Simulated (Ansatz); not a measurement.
Sn (β-Sn type, space group No. 141) is relaxed with PBE (plane waves, PAW; program Ansatz). What lattice parameters of the conventional cell result?

a = 5.925 Å, c = 3.237 Å.

Space group I4_1/amd (β-Sn type). Symmetry was held in the PBE relaxation. Axis ratios of metals converge slowly with the k-mesh, so a and c are less sure than the volume. Spin–orbit coupling is left out wherever it is not named.

Potentials: the earlier of the program's two PAW sets.
